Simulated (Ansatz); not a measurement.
# Cs-133 fingerprints of the forms of CsSnI₃

Computed with Ansatz: DFT, PBE, plane waves and PAW, scalar-relativistic, 420 eV cutoff. Q(Cs-133) = -3.430 mb, I = 7/2. The cells come from the Materials Project (computed, not necessarily observed phases), with the atoms as given. Spin–orbit coupling is left out, which moves gradients at and beside heavy atoms (Cs) by some per cent and at some sites by far more.

**Question.** Rank the structures by their largest Cs-133 |C_Q|, smallest first.
A. Pm-3m, 5 atoms in the cell run; Cs site: 12 I at 4.45 Å
B. Pnma, 20 atoms in the cell run; Cs site: 12 I at 4.00–4.88 Å

**Answer.** A (0 MHz), B (0.253 MHz).

In CsSnI3 (Pnma) small gradients can still move by 0.1 × 10²¹ V/m² or more with the k-mesh.

The crystals are a selection from a larger pool of database entries, not a random sample of it.
